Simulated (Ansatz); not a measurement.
# What DFT gives for Rb$_{3}$TlF$_{6}$

```
CELL_PARAMETERS angstrom
0.00000 6.70067 0.00000
6.70067 0.00000 0.00000
3.35033 3.35033 -4.75659
ATOMIC_POSITIONS crystal
F 0.00000 0.29000 0.00000
F 0.29000 0.00000 0.00000
F 0.00000 0.71000 0.00000
F 0.71000 0.00000 0.00000
Tl 0.00000 0.00000 0.00000
F 0.21000 0.21000 0.58000
F 0.79000 0.79000 0.42000
Rb 0.50000 0.50000 0.00000
Rb 0.75000 0.25000 0.50000
Rb 0.25000 0.75000 0.50000
```

Single point in Ansatz 0.2.0 with r2SCAN, no spin polarisation. Cutoff 500 eV, PAW datasets, 6×6×6 Γ-centred k mesh, fermi-dirac filling (width 0.1 eV).

- Electronic structure: The gap is 3.49 eV, indirect (the least direct gap found is 4.09 eV). A semilocal functional usually gives too small a gap.
- Contacts: F–Tl at 1.94 Å: least valence density 0.87 e/Å³ and ELF 0.16 there. Rb–F at 2.76 Å: least valence density 0.12 e/Å³ and ELF 0.04 there, a closed-shell (ionic or weak) contact. Both are smooth PAW fields, read partly inside the augmentation spheres.
- Forces: The largest is on F2 (and as large on other atoms): 5.03 eV/Å, components (0.00, 5.03, 0.00). It makes 180° with the line to a nearest neighbour, Tl5 at 1.94 Å, pointing away from it.
- Stress: The pressure is 12.8 GPa (compression positive), so with the atoms held at these fractions the cell would first expand; the forces are large, so a full relaxation may end otherwise. The principal stresses 11.7, 13.4, 13.4 GPa differ, so its shape would change too.

Origin: a known structure type with other elements, at an estimated volume, so it need not be a known compound. Caveats: no spin-orbit coupling, which can shift this gap by tenths of an eV; atoms or cell far from equilibrium.
